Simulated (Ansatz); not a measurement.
A relaxation computed with Ansatz, from input to last step.

```yaml
crystal:
  lattice:
    - [0.0, 3.6880830867, 3.6880830867]
    - [3.6880830867, 0.0, 3.6880830867]
    - [3.6880830867, 3.6880830867, 0.0]
  atoms:
    - { symbol: Ge, position: [0.625, 0.625, 0.625] }
    - { symbol: Ge, position: [0.125, 0.625, 0.625] }
    - { symbol: Ge, position: [0.625, 0.625, 0.125] }
    - { symbol: Ge, position: [0.625, 0.125, 0.625] }
    - { symbol: Pd, position: [0.0, 0.0, 0.0] }
    - { symbol: Pd, position: [0.25, 0.25, 0.25] }
basis:
  ecutwfc: 420
kpoints:
  mp_grid: { grid: [4, 4, 4] }
hamiltonian:
  xc: pbe
scf:
  occupations: { method: gaussian, width: 0.1 }
  lower_state_search: "off"
output:
  forces: true
  stress: true
  eigenvalues: true
relax:
  adjacent_minimum: "off"
  f_tol: 0.04
  max_steps: 70
  cell: { stress_tol: 0.4 }
```

```bash
ansatz run input.yaml --threads 1 --pin off --max-ram 2560MiB --backend cpu --events-out ev --progress --plain --runs-dir out
```

Level of theory: Ansatz 0.2.0, DFT PBE, scalar-relativistic, plane waves, PAW.

Of 4 frames 4 are shown, positions in Å and forces in eV/Å; the SCF threshold varies from step to step. Steps run on the plane waves of an earlier cell, with a Pulay correction in the pressure. The basis is chosen afresh for the last frame, the zero of the energies, and at times for earlier ones too; energy and pressure step there, also at an unchanged geometry.

```xyz
6
Lattice="0.0000 3.6881 3.6881 3.6881 0.0000 3.6881 3.6881 3.6881 0.0000" Properties=species:S:1:pos:R:3:forces:R:3 pbc="T T T" step=1 free_energy_over_end_meV_per_atom=29.27 pressure_GPa=7.74
Ge    4.6101    4.6101    4.6101    0.0000    0.0000    0.0000
Ge    4.6101    2.7661    2.7661    0.0000    0.0000    0.0000
Ge    2.7661    2.7661    4.6101    0.0000    0.0000    0.0000
Ge    2.7661    4.6101    2.7661    0.0000    0.0000    0.0000
Pd    0.0000    0.0000    0.0000    0.0000    0.0000    0.0000
Pd    1.8440    1.8440    1.8440    0.0000    0.0000    0.0000
6
Lattice="0.0000 3.7997 3.7997 3.7997 0.0000 3.7997 3.7997 3.7997 0.0000" Properties=species:S:1:pos:R:3:forces:R:3 pbc="T T T" step=2 free_energy_over_end_meV_per_atom=1.33 pressure_GPa=-1.20
Ge    4.7496    4.7496    4.7496    0.0000    0.0000    0.0000
Ge    4.7496    2.8498    2.8498    0.0000    0.0000    0.0000
Ge    2.8498    2.8498    4.7496    0.0000    0.0000    0.0000
Ge    2.8498    4.7496    2.8498    0.0000    0.0000    0.0000
Pd    0.0000    0.0000    0.0000    0.0000    0.0000    0.0000
Pd    1.8999    1.8999    1.8999    0.0000    0.0000    0.0000
6
Lattice="0.0000 3.7839 3.7839 3.7839 0.0000 3.7839 3.7839 3.7839 0.0000" Properties=species:S:1:pos:R:3:forces:R:3 pbc="T T T" step=3 free_energy_over_end_meV_per_atom=0.30 pressure_GPa=-0.16
Ge    4.7299    4.7299    4.7299    0.0000    0.0000    0.0000
Ge    4.7299    2.8379    2.8379    0.0000    0.0000    0.0000
Ge    2.8379    2.8379    4.7299    0.0000    0.0000    0.0000
Ge    2.8379    4.7299    2.8379    0.0000    0.0000    0.0000
Pd    0.0000    0.0000    0.0000    0.0000    0.0000    0.0000
Pd    1.8920    1.8920    1.8920    0.0000    0.0000    0.0000
6
Lattice="0.0000 3.7839 3.7839 3.7839 0.0000 3.7839 3.7839 3.7839 0.0000" Properties=species:S:1:pos:R:3:forces:R:3 pbc="T T T" step=4 free_energy_over_end_meV_per_atom=0.00 pressure_GPa=-0.16
Ge    4.7299    4.7299    4.7299    0.0000    0.0000    0.0000
Ge    4.7299    2.8379    2.8379    0.0000    0.0000    0.0000
Ge    2.8379    2.8379    4.7299    0.0000    0.0000    0.0000
Ge    2.8379    4.7299    2.8379    0.0000    0.0000    0.0000
Pd    0.0000    0.0000    0.0000    0.0000    0.0000    0.0000
Pd    1.8920    1.8920    1.8920    0.0000    0.0000    0.0000
```

The start puts this composition into another compound's structure type, which needn't suit it. At the end the space group is Fd-3m (tolerance 0.05 Å).

It took 13 s on 1 thread of Arm Neoverse V2 (shared host), peak memory 0.37 GiB.

The k mesh is coarse.